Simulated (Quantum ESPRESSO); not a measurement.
Cheap against tight settings: LiF

```xyz
2
Lattice="0.0000 2.0417 2.0417 2.0417 0.0000 2.0417 2.0417 2.0417 0.0000" Properties=species:S:1:pos:R:3 pbc="T T T"
Li     0.0000     0.0000     0.0000
F      2.0417     2.0417     2.0417
```
Geometry: a computed entry of the Materials Project; it was not checked against measured cells. It is LiF in Fm-3m. Stability against distortions was not tested.

Method: σ by PBE GIPAW (a modified build of Quantum ESPRESSO, JTH PAW datasets). The cutoff rises from row to row, with the meshes as listed. Costs are rough, from a shared machine. Shieldings are absolute and leave out the bulk-susceptibility term; a larger σ means a smaller chemical shift. The structure is static (0 K, no zero-point motion).

| setting | cutoff (Ha) | k-mesh | σ_iso F (ppm) | f-sum rule missed by (%) | rough cost ratio |
|---|---|---|---|---|---|
| A | 15.5 | 5×5×5 through Γ | 365.5 | 0.26 | about 1 |
| B | 17.5 | 4×4×4 shifted | 364.4 | 0.11 | about 1 |
| C | 22.5 | 6×6×6 shifted | 363.6 | 0.00 | 3 |
| D | 32.5 | 8×8×8 shifted | 363.2 | 0.00 | 10 |

Largest change from the last row but one to the last: σ_iso F (ppm) by -0.3.
